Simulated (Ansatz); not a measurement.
Cu₂O (cuprite type, space group Pn-3m)

```
Cu2O
1.0
    4.24441     0.00000     0.00000
    0.00000     4.24441     0.00000
    0.00000     0.00000     4.24441
Cu O
4 2
Direct
  0.75000   0.75000   0.75000
  0.75000   0.25000   0.25000
  0.25000   0.75000   0.25000
  0.25000   0.25000   0.75000
  0.00000   0.00000   0.00000
  0.50000   0.50000   0.50000
```

The slice is a {210} plane (indices of the conventional cell) through the point (0.750, 0.250, 0.250) (fractional), spanned by u = [100] and v = [021] in vectors of this cell: u (4.24 Å) and v (9.49 Å, at 90° to u). It covers one period; positions are fractions (u, v).

The numbers are results of r2SCAN (plane waves to 500 eV, PAW, scalar-relativistic; Ansatz, a quantum-chemistry and plane-wave program), not measurements. k mesh 8×8×8. Inside the PAW spheres the values are not all-electron values, and peaks at nuclei hang on which shells count as valence. Cu2O is run without spin polarisation. Cu2O was relaxed with its symmetry unable to fall. The PAW data are Ansatz's earlier set.

Problem. Sketch the valence electron density on this plane as a map.

Solution. 
```tsv
v \ u	0.00	0.14	0.29	0.43	0.57	0.71	0.86
0.94	0.6	-0.1	-0.4	-0.9	-1.2	-0.9	-0.1
0.84	-0.7	0.1	0.5	-0.2	-0.6	-1.0	-1.1
0.75	-0.6	-0.6	-0.5	-0.6	-0.7	-0.9	-0.8
0.66	-0.5	-0.8	-1.1	-1.0	-1.0	-1.1	-0.8
0.56	-1.2	-1.1	-0.6	0.4	0.4	-0.6	-1.1
0.47	-1.3	-1.1	-0.4	1.1	1.1	-0.4	-1.1
0.38	-0.8	-0.9	-1.0	-0.8	-0.8	-1.0	-0.9
0.28	-0.4	-0.7	-1.0	-0.9	-0.9	-0.9	-0.7
0.19	-0.8	-1.1	-0.9	-0.5	-0.2	0.3	0.0
0.09	-0.3	-0.6	-1.0	-1.0	-0.6	0.0	-0.1
0.00	1.9	0.6	-0.8	-1.3	-1.3	-0.8	0.6
```

Values: log₁₀ of the valence density in e/Å³. The scale is logarithmic, as a density can span decades between atoms and voids.
